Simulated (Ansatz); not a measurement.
SrC₂: all-electron results

```
CELL_PARAMETERS angstrom
-2.04889 2.04889 3.40667
2.04889 -2.04889 3.40667
2.04889 2.04889 -3.40667
ATOMIC_POSITIONS crystal
Sr 0.00000 0.00000 0.00000
C 0.40793 0.40793 0.00000
C 0.59207 0.59207 0.00000
```

Atom numbers follow the list: Sr1, C2, C3.

Structure from Materials Project entry mp-2630 (possibly hypothetical), not relaxed further.

Methods: DFT, LDA, all-electron LAPW, scalar-relativistic (Ansatz 0.2.0); DFT, LDA, all-electron PAW with datasets made for the crystal, scalar-relativistic (Ansatz 0.2.0).

For LAPW: a Γ-centred 10×10×10 k mesh, Fermi–Dirac smearing of 0.03 eV, basis error target 1 meV/atom, no spin polarisation. The crystal-made all-electron datasets (AE datasets) take a cutoff of 740 eV at this cell. The Ansatz runs share mesh, smearing and spin set-up. Values come from LAPW unless marked.

Spin–orbit coupling is left out, which moves gradients at and beside heavy atoms by some per cent and at worst by a factor of two.

```json
{
 "Stress xx, yy, zz (compression positive)": "-3.32, -3.32, -4.19 GPa",
 "Band gap": "1.51 eV, indirect from the line Γ–M (0.5, 0.5, -0.5) to X (0, 0, 0.5)",
 "Smallest direct gap on the path": "2.32 eV",
 "Löwdin charges (with 0.22 e of the cell spilling out of the atomic basis, so their sizes and signs hang on that basis)": "Sr1 1.60, C2 -0.69 e",
 "Volume per atom": "19.07 Å³"
}
```

(1) Give the computed value. Field gradients Vzz (crystal-made datasets).

(2) Largest force: what does the calculation give?

(3) Give the computed value. Pressure at this cell.

Answers

(1) Sr1 -6.30 (η = 0.00), C2 -7.11 (η = 0.00) in 10²¹ V/m².

(2) 0.014 eV/Å on C2.

(3) -3.61 GPa.
